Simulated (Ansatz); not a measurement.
Level of theory: Ansatz, DFT PBE, scalar-relativistic, plane waves, PAW. Plane waves to 420 eV, a 12×6×6 mesh through Γ for the 12-atom cell and 0.10 eV Gaussian smearing; no spin polarisation.

The zero of energy is the elements' standard structures at the same level; no fitted shifts are applied.

Q: Propose a candidate for an orthorhombic metal made of Ge, Mo and W, with a formation energy near −0.06 eV/atom and a density near 9.83 g/cm³, in a cell of 12 atoms.

A: Ge4MoW, space group Pmc2_1 (No. 26). Ge on its first site has 2 Ge at 2.56 Å, 2 W at 2.60–2.72 Å, 2 Mo at 2.62 Å, 2 Ge at 2.72 Å and 1 Ge at 3.11 Å; Ge on its second site is surrounded by 2 Ge at 2.56 Å, 2 Mo at 2.59–2.71 Å, 2 W at 2.63 Å, 2 Ge at 2.73 Å and 1 Ge at 3.13 Å; Mo has 8 Ge at 2.59–2.72 Å and 1 Ge at 2.88 Å; W has 8 Ge at 2.60–2.72 Å and 1 Ge at 2.88 Å; 2 more sites not described.

```cif
data_structure
_symmetry_space_group_name_H-M 'P 1'
_symmetry_Int_Tables_number 1
_cell_length_a 3.4812
_cell_length_b 8.6226
_cell_length_c 6.4186
_cell_angle_alpha 90.000
_cell_angle_beta 90.000
_cell_angle_gamma 90.000
_cell_volume 192.67
loop_
_atom_site_label
_atom_site_type_symbol
_atom_site_fract_x
_atom_site_fract_y
_atom_site_fract_z
_atom_site_occupancy
Ge1 Ge 0.50000 0.29011 0.13541 1
Ge2 Ge 0.00000 0.79177 0.36521 1
Ge3 Ge 0.50000 0.70989 0.63541 1
Ge4 Ge 0.00000 0.20823 0.86521 1
Ge5 Ge 0.50000 0.88252 0.06152 1
Ge6 Ge 0.00000 0.38250 0.43747 1
Ge7 Ge 0.50000 0.11748 0.56151 1
Ge8 Ge 0.00000 0.61750 0.93747 1
Mo1 Mo 0.00000 0.92062 0.75025 1
Mo2 Mo 0.00000 0.07938 0.25025 1
W1 W 0.50000 0.42089 0.75015 1
W2 W 0.50000 0.57911 0.25015 1
```

| Item | Value |
| --- | --- |
| Volume per atom | 16.06 Å³ |
| Density | 9.83 g/cm³ |
| Formation energy | −0.06 eV/atom |
| Gap on the 12×6×6 mesh of the 12-atom cell | 0 eV (a metal) |

The structure comes from a generated guess, relaxed at this level; another structure or a mixture of phases may lie lower. The answer needn't be unique; the calculation gave this one.

These runs have no spin–orbit coupling, which can matter for W. A later test with randomly moved atoms came back to the same energy, though modes that don't fit the test's cell weren't probed.
